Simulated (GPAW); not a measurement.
# Ta3AsAu2O13 and the effect of the functional

```cif
data_structure
_symmetry_space_group_name_H-M 'P 1'
_symmetry_Int_Tables_number 1
_cell_length_a 7.3352
_cell_length_b 7.3352
_cell_length_c 7.3352
_cell_angle_alpha 91.235
_cell_angle_beta 91.235
_cell_angle_gamma 91.235
_cell_volume 394.40
loop_
_atom_site_label
_atom_site_type_symbol
_atom_site_fract_x
_atom_site_fract_y
_atom_site_fract_z
_atom_site_occupancy
Ta1 Ta 0.23108 0.57229 0.23108 1
Ta2 Ta 0.23108 0.23108 0.57229 1
Ta3 Ta 0.57229 0.23108 0.23108 1
As1 As 0.55878 0.55878 0.55878 1
Au1 Au 0.96559 0.96559 0.96559 1
Au2 Au 0.75105 0.75105 0.75105 1
O1 O 0.40884 0.66762 0.40884 1
O2 O 0.40884 0.40884 0.66762 1
O3 O 0.66762 0.40884 0.40884 1
O4 O 0.49726 0.01313 0.36024 1
O5 O 0.36024 0.49726 0.01313 1
O6 O 0.01313 0.36024 0.49726 1
O7 O 0.36024 0.01313 0.49726 1
O8 O 0.01313 0.49726 0.36024 1
O9 O 0.49726 0.36024 0.01313 1
O10 O 0.10963 0.74806 0.10963 1
O11 O 0.10963 0.10963 0.74806 1
O12 O 0.74806 0.10963 0.10963 1
O13 O 0.30840 0.30840 0.30840 1
```

The cell comes from a database or a generator and needn't be the stable form of this composition.

Kept alike: task band structure; k mesh 3 × 3 × 3; occupations fermi-dirac, width 0.05 eV; no spin polarisation. Program: GPAW, potentials by row: PAW data sets generated for this functional (AM05, BLYP, PBEsol, PW91); the program's PAW data sets (release 1.2.1) made for this functional (LDA, RPBE, revPBE); GPAW PAW data sets (gpaw-data 1.2.1) (PBE, SCAN on files made for PBE, r2SCAN on files made for PBE), cutoff 800 eV. The mesh is that of the run's cell of 19 atoms. No spin-orbit coupling.

| functional | band gap (eV) | pressure (GPa) |
| --- | --- | --- |
| AM05 | 1.035 | -2.01 |
| BLYP | 1.098 | 2.34 |
| LDA | 0.980 | -5.81 |
| PBE | 1.081 | 0.76 |
| PBEsol | 1.021 | -2.39 |
| PW91 | 1.078 | 0.24 |
| RPBE | 1.118 | 3.26 |
| SCAN | 1.349 | -3.41 |
| r2SCAN | 1.435 | -2.44 |
| revPBE | 1.109 | 2.67 |

Pressure is positive in compression; the values hold the error of the finite cutoff, so their zero can differ a little from the energy's minimum. Spin-orbit coupling, left out here, moves the band edges of heavy atoms and can close or invert small gaps. Runs of this series that gave no sound value for these columns are left out. Gaps are the smaller of the mesh's and the band path's.

The band gap runs from 0.980 (LDA) to 1.435 eV (r2SCAN). From PBE: AM05 -0.046; BLYP +0.017; LDA -0.101; PBEsol -0.060; PW91 -0.003; RPBE +0.037; SCAN +0.268; r2SCAN +0.354; revPBE +0.028. The pressure runs from -5.81 (LDA) to 3.26 GPa (RPBE). From PBE: AM05 -2.77; BLYP +1.58; LDA -6.57; PBEsol -3.15; PW91 -0.52; RPBE +2.50; SCAN -4.17; r2SCAN -3.20; revPBE +1.91.
